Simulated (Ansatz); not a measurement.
MoSeS:
```cif
data_Mo2S2Se2
_chemical_formula_sum 'Mo2 Se2 S2'
_space_group_name_H-M_alt 'P-6m2'
_space_group_IT_number 187
_space_group_name_Hall 'P -6 2'
_cell_length_a 3.23822
_cell_length_b 3.23822
_cell_length_c 12.83012
_cell_angle_alpha 90.000
_cell_angle_beta 90.000
_cell_angle_gamma 120.000
loop_
_atom_site_label
_atom_site_type_symbol
_atom_site_symmetry_multiplicity
_atom_site_Wyckoff_symbol
_atom_site_fract_x
_atom_site_fract_y
_atom_site_fract_z
_atom_site_occupancy
Mo1 Mo 1 a 0.00000 0.00000 0.00000 1
Mo2 Mo 1 d 0.33333 0.66667 0.50000 1
Se1 Se 2 g 0.00000 0.00000 0.36910 1
S1 S 2 h 0.33333 0.66667 0.11954 1
```

Relaxed with r²SCAN+D4.

Give the optical modes at the zone centre with their infrared activity from DFPT, DFT-r²SCAN+D4 in the program Ansatz with PAW potentials.

Transverse frequencies, without the LO–TO term; a row sums one degenerate level.

| ω (cm⁻¹) | degeneracy | IR ((D/Å)²/amu) | activity | symmetry |
|---|---|---|---|---|
| 27 | 2 | 0.00 | IR-inactive | E' |
| 46 | 1 | 0.00 | IR-inactive | A2'' |
| 171 | 2 | 0.00 | IR-inactive | E'' |
| 247 | 1 | 0.00 | IR-inactive | A1' |
| 279 | 2 | 0.00 | IR-inactive | E'' |
| 293 | 2 | 2.24 | IR | E' |
| 360 | 1 | 0.16 | IR | A2'' |
| 372 | 2 | 0.76 | IR | E' |
| 409 | 1 | 0.00 | IR-inactive | A1' |
| 461 | 1 | 0.26 | IR | A2'' |

How high does the top mode go among those that the LO–TO term moves?

295 cm⁻¹ for q along x, 295 cm⁻¹ for q along y.

The first step of the workflow began from a Materials Project structure, measured or hypothetical; the Crystallography Open Database copy checked does not list it. With Se and S taken as one species the cell has the higher symmetry P6_3/mmc, so it may be an ordered model of a mixed-site phase. Its standing as an ambient phase is unchecked. The cell was relaxed with r²SCAN+D4 under the symmetry of its start; its stability against distortions is not shown here. No spin polarisation was allowed.

Potentials: the later of the program's two PAW sets.
